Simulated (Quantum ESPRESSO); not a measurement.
# Si7N: input and log of a self-consistent run

Computed values, not a measurement. The program is pw.x of Quantum ESPRESSO 7.5 (plane-wave density functional theory). The cell is made up: 8 atoms on a zincblende/diamond lattice, with randomly drawn elements, strain and displacements, not relaxed. PseudoDojo standard norm-conserving files (v0.5 for PBE, v0.4.1 for LDA and PBEsol) set the functional; there is no spin polarisation, spin-orbit coupling or dispersion term, and the masses in the input are unused placeholders. A spin-polarised start on this cell or one of its family kept no moment.

Input:

```
&control calculation='scf', pseudo_dir='./dojo.nc.sr.pbe.v0_5.standard.upf', outdir='./o', disk_io='medium', tprnfor=.true., tstress=.true. /
&system ibrav=0, nat=8, ntyp=2, nbnd=27, ecutwfc=84.00895049, nosym=.true., tot_charge=0,
 occupations='smearing', smearing='fd', degauss=0.0073498644
/
&electrons conv_thr=7.350e-09, electron_maxstep=60, /
ATOMIC_SPECIES
N 1.0 N.upf
Si 1.0 Si.upf
CELL_PARAMETERS angstrom
5.5126 0.0 0.0
0.0 5.5126 0.0
0.0 0.0 5.5126
ATOMIC_POSITIONS angstrom
Si -0.0351 -0.1089 0.0538
Si 0.0522 2.7336 2.6853
Si 2.6984 -0.0692 2.747
N 2.6715 2.8585 0.0592
Si 1.4248 1.3918 1.4655
Si 1.3711 4.0942 4.1226
Si 4.1843 1.3564 4.1847
Si 4.1325 4.153 1.281
K_POINTS automatic
6 6 6 1 1 1
```

The log is shortened where brackets say so; the opening notice, blank lines, dates and the lines on written files are dropped, and the path of the files is cut. It prints rydbergs, bohrs and kilobars, and counts compression as positive stress.

```
     Program PWSCF v.7.5
     Parallel version (MPI & OpenMP), running on       1 processor cores
     Number of MPI processes:                 1
     Threads/MPI process:                     1
     [start-up lines left out]
     bravais-lattice index     =            0
     lattice parameter (alat)  =      10.4173  a.u.
     unit-cell volume          =    1130.4882 (a.u.)^3
     number of atoms/cell      =            8
     number of atomic types    =            2
     number of electrons       =        33.00
     number of Kohn-Sham states=           27
     kinetic-energy cutoff     =      84.0090  Ry
     charge density cutoff     =     336.0358  Ry
     scf convergence threshold =      7.3E-09
     mixing beta               =       0.7000
     number of iterations used =            8  plain     mixing
     Exchange-correlation= PBE
                           (   1   4   3   4   0   0   0)
     [axes and pseudopotential details left out]
   Cartesian axes
     site n.     atom                  positions (alat units)
         1        Si     tau(   1) = (  -0.0063672  -0.0197547   0.0097595  )
         2        Si     tau(   2) = (   0.0094692   0.4958822   0.4871204  )
         3        Si     tau(   3) = (   0.4894968  -0.0125531   0.4983130  )
         4        N      tau(   4) = (   0.4846171   0.5185393   0.0107390  )
         5        Si     tau(   5) = (   0.2584624   0.2524761   0.2658455  )
         6        Si     tau(   6) = (   0.2487211   0.7426985   0.7478504  )
         7        Si     tau(   7) = (   0.7590429   0.2460545   0.7591155  )
         8        Si     tau(   8) = (   0.7496463   0.7533650   0.2323767  )
     number of k points=   108  Fermi-Dirac smearing, width (Ry)=  0.0073
     Number of k-points >= 100: set verbosity='high' to print them.
     Dense  grid:   117617 G-vectors     FFT dimensions: (  64,  64,  64)
     Estimated max dynamical RAM per process >     133.96 MB
     Initial potential from superposition of free atoms
     starting charge      32.9957, renormalised to      33.0000
     Starting wfcs are   32 randomized atomic wfcs
     total cpu time spent up to now is       25.1 secs
     per-process dynamical memory:    85.9 Mb
     Self-consistent Calculation
     iteration #  1     ecut=    84.01 Ry     beta= 0.70
     Davidson diagonalization with overlap
     ethr =  1.00E-02,  avg # of iterations =  3.7
     total cpu time spent up to now is      101.3 secs
     total energy              =     -79.46389416 Ry
     estimated scf accuracy    <       0.57062690 Ry
     iteration #  2     ecut=    84.01 Ry     beta= 0.70
     Davidson diagonalization with overlap
     ethr =  1.73E-03,  avg # of iterations =  4.6
     total cpu time spent up to now is      170.9 secs
     total energy              =     -79.22521418 Ry
     estimated scf accuracy    <       3.69041669 Ry
     iteration #  3     ecut=    84.01 Ry     beta= 0.70
     Davidson diagonalization with overlap
     ethr =  1.73E-03,  avg # of iterations =  3.1
     total cpu time spent up to now is      248.3 secs
     total energy              =     -79.72986465 Ry
     estimated scf accuracy    <       0.03536122 Ry
     iteration #  4     ecut=    84.01 Ry     beta= 0.70
     Davidson diagonalization with overlap
     ethr =  1.07E-04,  avg # of iterations =  6.3
     total cpu time spent up to now is      362.5 secs
     total energy              =     -79.73846927 Ry
     estimated scf accuracy    <       0.00675386 Ry
     iteration #  5     ecut=    84.01 Ry     beta= 0.70
     Davidson diagonalization with overlap
     ethr =  2.05E-05,  avg # of iterations =  6.2
     total cpu time spent up to now is      459.5 secs
     total energy              =     -79.73909083 Ry
     estimated scf accuracy    <       0.00064441 Ry
     iteration #  6     ecut=    84.01 Ry     beta= 0.70
     Davidson diagonalization with overlap
     ethr =  1.95E-06,  avg # of iterations =  7.7
     total cpu time spent up to now is      581.0 secs
     total energy              =     -79.73920495 Ry
     estimated scf accuracy    <       0.00007964 Ry
     iteration #  7     ecut=    84.01 Ry     beta= 0.70
     Davidson diagonalization with overlap
     ethr =  2.41E-07,  avg # of iterations =  2.0
     total cpu time spent up to now is      662.8 secs
     total energy              =     -79.73922295 Ry
     estimated scf accuracy    <       0.00000361 Ry
     iteration #  8     ecut=    84.01 Ry     beta= 0.70
     Davidson diagonalization with overlap
     ethr =  1.09E-08,  avg # of iterations =  3.2
     total cpu time spent up to now is      769.0 secs
     total energy              =     -79.73922375 Ry
     estimated scf accuracy    <       0.00000163 Ry
     iteration #  9     ecut=    84.01 Ry     beta= 0.70
     Davidson diagonalization with overlap
     ethr =  4.93E-09,  avg # of iterations =  1.2
     total cpu time spent up to now is      849.9 secs
     total energy              =     -79.73922385 Ry
     estimated scf accuracy    <       0.00000027 Ry
     iteration # 10     ecut=    84.01 Ry     beta= 0.70
     Davidson diagonalization with overlap
     ethr =  8.32E-10,  avg # of iterations =  2.0
     total cpu time spent up to now is      945.4 secs
     total energy              =     -79.73922390 Ry
     estimated scf accuracy    <       0.00000001 Ry
     iteration # 11     ecut=    84.01 Ry     beta= 0.70
     Davidson diagonalization with overlap
     ethr =  3.14E-11,  avg # of iterations =  4.0
     total cpu time spent up to now is     1061.1 secs
     End of self-consistent calculation
     Number of k-points >= 100: set verbosity='high' to print the bands.
     the Fermi energy is     5.3019 ev
!    total energy              =     -79.73922390 Ry
     estimated scf accuracy    <          5.0E-09 Ry
     smearing contrib. (-TS)   =      -0.00308759 Ry
     internal energy E=F+TS    =     -79.73613631 Ry
     The total energy is F=E-TS. E is the sum of the following terms:
     one-electron contribution =       7.05054193 Ry
     hartree contribution      =      10.54563807 Ry
     xc contribution           =     -26.94826692 Ry
     ewald contribution        =     -70.38404939 Ry
     convergence has been achieved in  11 iterations
     Forces acting on atoms (cartesian axes, Ry/au):
     atom    1 type  2   force =     0.05830616    0.06746293   -0.03590281
     atom    2 type  2   force =    -0.04354441    0.01497063    0.03107798
     atom    3 type  2   force =     0.04941960    0.01931017    0.01787398
     atom    4 type  1   force =     0.01616667   -0.00438914   -0.00475972
     atom    5 type  2   force =     0.01705301    0.00512847   -0.08158117
     atom    6 type  2   force =     0.02516846   -0.03588547    0.05268271
     atom    7 type  2   force =    -0.03839907    0.01752121   -0.00566764
     atom    8 type  2   force =    -0.08417042   -0.08411880    0.02627667
     Total force =     0.209995     Total SCF correction =     0.000049
     Computing stress (Cartesian axis) and pressure
          total   stress  (Ry/bohr**3)                   (kbar)     P=      -84.52
  -0.00056671  -0.00002566  -0.00018182          -83.37       -3.77      -26.75
  -0.00002566  -0.00056320  -0.00006447           -3.77      -82.85       -9.48
  -0.00018182  -0.00006447  -0.00059383          -26.75       -9.48      -87.36
     init_run     :     23.51s CPU     25.09s WALL (       1 calls)
     electrons    :    996.30s CPU   1036.02s WALL (       1 calls)
     forces       :     22.88s CPU     23.08s WALL (       1 calls)
     stress       :     57.87s CPU     58.50s WALL (       1 calls)
     [timing details left out]
     PWSCF        :  18m20.82s CPU  19m 3.50s WALL
     JOB DONE.
```

In other units: free energy -1084.907 eV for the cell, pressure -8.45 GPa, largest force component 2.164 eV/Å. A rerun of this cell at 1437 eV and a 8 x 8 x 8 mesh moved values by no more than 0.014 eV in energy, 0.02 GPa in stress and 0.007 eV/Å in force.